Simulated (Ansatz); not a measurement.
All numbers below come from Ansatz, DFT PBE, scalar-relativistic, plane waves, PAW. All cells share a 420 eV cutoff and Γ-centred k meshes spaced at most about 0.3 Å⁻¹ (about 0.25 or finer for metals, 2π included). No spin polarisation in the final relaxations.

These are static total energies at zero pressure.

Compare these two cells of Ga3Sb, each relaxed at this level.

A.

```xyz
4
Lattice="4.2022 0.0000 0.0000 -2.1011 3.6392 0.0000 0.0000 0.0000 6.0683" Properties=species:S:1:pos:R:3 pbc="T T T"
Ga    0.0000    2.4261    1.3320
Ga    2.1011    1.2131    4.7364
Ga    0.0000    0.0000    0.0000
Sb    0.0000    0.0000    3.0342
```

B.

```xyz
4
Lattice="5.7634 0.0000 0.0000 -2.8817 4.9912 0.0000 0.0000 0.0000 3.1123" Properties=species:S:1:pos:R:3 pbc="T T T"
Ga    2.8817    0.0000    0.0000
Ga   -1.4408    2.4956    0.0000
Ga    1.4408    2.4956    0.0000
Sb    0.0000    0.0000    1.5561
```

Problem. Which is lower in energy, and by how much?

Solution. A is lower, by 43 meV/atom. A has space group P-3m1 (No. 164), 23.2 Å³/atom and no gap on its mesh; B has space group P6/mmm (No. 191), 22.4 Å³/atom and no gap. Counting Ga atoms around Sb (those within 1.25 times the shortest such distance or 1.15 times the sum of covalent radii, 1.27 where that leaves under three; the shortest distance is added where it exceeds 1.18 times the sum of covalent radii), A has Sb 8 and B has Sb 12 from 3.3 Å. The lower one is the more open, so pressure narrows the difference. Even the lower one lies +0.05 eV/atom against the reference forms of the elements (uncorrected), so neither is stable at this level. In A, Ga on a site of symmetry 3m is surrounded by 3 Ga at 2.77 Å and 3 Sb at 2.96 Å; Ga on a site of symmetry -3m is surrounded by 6 Ga at 2.77 Å and 2 Sb at 3.03 Å; Sb has 8 Ga at 2.96–3.03 Å. In B, around Ga lie 4 Ga at 2.88 Å, 2 Ga at 3.11 Å and 4 Sb at 3.28 Å; around Sb lie 2 Sb at 3.11 Å and 12 Ga at 3.28 Å. Both come from invented guesses.

These runs have no spin–orbit coupling, which can matter for Sb. Cells relaxed within their symmetry can be saddle points.
